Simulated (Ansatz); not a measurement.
## What moves the field gradients of Si₂W?

Cell of run 1: a structure deposited in the COD, ions relaxed with PBE at fixed cell.

```yaml
crystal:
  lattice:
    - [-1.60690, 1.60690, 3.91495]
    - [1.60690, -1.60690, 3.91495]
    - [1.60690, 1.60690, -3.91495]
  atoms:
    - { symbol: Si, position: [0.33439, 0.33439, 0.00000] }
    - { symbol: Si, position: [0.66561, 0.66561, 0.00000] }
    - { symbol: W, position: [0.00000, 0.00000, 0.00000] }
```

Atom numbers follow the list; atoms alike are taken as one site, whose name carries the number of the first.

All runs are DFT with Ansatz 0.2.0 (plane waves and PAW, scalar-relativistic unless spin–orbit coupling is named, Γ-centred meshes, Fermi–Dirac smearing where given) in this cell.

Run 1: PBE, atoms relaxed; 420 eV, 20×20×20 k-points, smearing 0.05 eV.
Run 2: r2SCAN, at the relaxed atoms; 500 eV, 20×20×20 k-points, smearing 0.05 eV.
Run 3: PBE with spin–orbit coupling, at the relaxed atoms; 420 eV, 20×20×20 k-points, smearing 0.05 eV.
Run 4: LDA, at the relaxed atoms; 420 eV, 20×20×20 k-points, smearing 0.05 eV.
Run 5: PBEsol, at the relaxed atoms; 420 eV, 20×20×20 k-points, smearing 0.05 eV.

Q: What does each run give, and what moves the gradients most?

A: 

```json
{"run": "1", "Si V_zz (η)": "-0.94 (0.00)", "W V_zz (η)": "-16.71 (0.00)"}
{"run": "2", "Si V_zz (η)": "-0.96 (0.00)", "W V_zz (η)": "-16.93 (0.00)"}
{"run": "3", "Si V_zz (η)": "-0.90 (0.00)", "W V_zz (η)": "-16.98 (0.00)"}
{"run": "4", "Si V_zz (η)": "-0.95 (0.00)", "W V_zz (η)": "-16.81 (0.00)"}
{"run": "5", "Si V_zz (η)": "-0.95 (0.00)", "W V_zz (η)": "-16.84 (0.00)"}
```

V_zz in 10²¹ V/m². Against run 1, the gradient tensors on these sites move by at most 0.22 in run 2 (W), 0.27 in run 3 (W), 0.11 in run 4 (W), 0.14 in run 5 (W). Taken one at a time, spin–orbit coupling moves the tensors on these sites by up to 0.27 (largest principal value of the change, on W), the functional (between the two that differ most) by 0.22 (W). Without a gap such differences can lie within the error of the k-mesh, so this order isn't firm.

In runs 1, 2, 3, 4, 5 there is no gap above 0.1 eV, so the gradients can move by 10 % or more with the k-mesh. The cell isn't the equilibrium one in run 4 (calculated pressure -6 GPa), and the entry's cell may itself be off.
